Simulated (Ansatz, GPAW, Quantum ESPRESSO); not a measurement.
**One calculation of Ca3AsP, 3 ways**

```xyz
5
Lattice="5.3339 0.0000 0.0000 0.0000 5.3339 0.0000 0.0000 0.0000 5.3339" Properties=species:S:1:pos:R:3 pbc="T T T"
As    0.0000    0.0000    0.0000
Ca    2.6669    2.6669    0.0000
Ca    2.6669    0.0000    2.6669
Ca    0.0000    2.6669    2.6669
P     2.6669    2.6669    2.6669
```

The cell comes from a database or a generator and needn't be the stable form of this composition.

Alike in all runs: task single point; functional PBE; k mesh 5 × 5 × 5; occupations fermi-dirac, width 0.05 eV; no spin polarisation; no spin-orbit coupling. Pressure is positive in compression and, in plane waves, holds the error of the finite cutoff, which Ansatz's Pulay term estimates and takes out.

```tsv
program and potentials	plane-wave cutoff (eV)	notes	pressure (GPa)
Ansatz, Ansatz PAW	420	10 valence electrons an atom on average	-0.09
GPAW, GPAW PAW data sets (gpaw-data 1.2.1)	600	8 valence electrons an atom on average	0.07
Quantum ESPRESSO, SSSP 1.3 efficiency PBE	748	8 valence electrons an atom on average	-0.10
```

The pressure spans -0.10 (Quantum ESPRESSO, SSSP 1.3 efficiency PBE) to 0.07 GPa (GPAW, GPAW PAW data sets (gpaw-data 1.2.1)).

The functional is the same throughout but for its coding, so the spread measures potentials, basis and numerics; runs on potential files found faulty are left out.
